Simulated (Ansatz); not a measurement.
Relaxed-ion elastic tensor of InMo$_{2}$C in space group P6_3/mmc (No. 194; In on 2d, Mo on 4f, C on 2a) in GPa (Voigt order), plane-wave PAW r²SCAN (Ansatz code); density 9.04 g/cm³, 14.63 Å³ per atom.

```
 283  99.6   137   0.0   0.0   0.0
99.6   283   137   0.0   0.0   0.0
 137   137   313   0.0   0.0   0.0
 0.0   0.0   0.0  91.8   0.0   0.0
 0.0   0.0   0.0   0.0  91.8   0.0
 0.0   0.0   0.0   0.0   0.0  91.9
```

Q: Is the crystal mechanically stable?

A: Yes: the smallest eigenvalue of C is 91.8 GPa.

Q: Work out the Voigt, Reuss and Hill averages.

A: K_V = 181, K_R = 179, K_H = 180; G_V = 88.8, G_R = 88.1, G_H = 88.5 GPa.

Q: Give Young's modulus, Poisson's ratio, Pugh's ratio and the universal anisotropy index.

A: E = 9KG/(3K + G) = 228 GPa; ν = 0.29; K/G = 2.03 (ductile by the Pugh limit of 1.75); A_U = 5G_V/G_R + K_V/K_R − 6 = 0.05.

Q: Estimate the sound speeds and the Debye temperature.

A: v_l = √((K + 4G/3)/ρ) = 5740 m/s, v_t = √(G/ρ) = 3130 m/s, mean 3490 m/s; Θ = (h/k)(3n/4πV)^(1/3) v_m = 425 K.

Q: Solve the Christoffel equation for the three sound speeds along x, y, z.

A: Eigenvalues of C_ijkl n_j n_l equal ρv². In km/s, slowest first: x 3.19, 3.19, 5.60; y 3.19, 3.19, 5.60; z 3.19, 3.19, 5.88.

Q: How much does each axis shrink under pressure?

A: Linear compressibilities β_i = Σ_j S_ij (j = 1 to 3): x 2.1, y 2.1, z 1.3 per TPa.

The start of the workflow was typed in or built on a structure type; neither database checked (COD, Materials Project) lists it. Its standing as an ambient phase is unchecked. The cell was relaxed with r²SCAN under the symmetry of its start; its stability against distortions is not shown here. The run is not spin-polarised. As this level gives no gap, shear constants depend on the k-mesh and smearing (Fermi–Dirac, 0.1 eV here).

Potentials: the earlier of the program's two PAW sets.
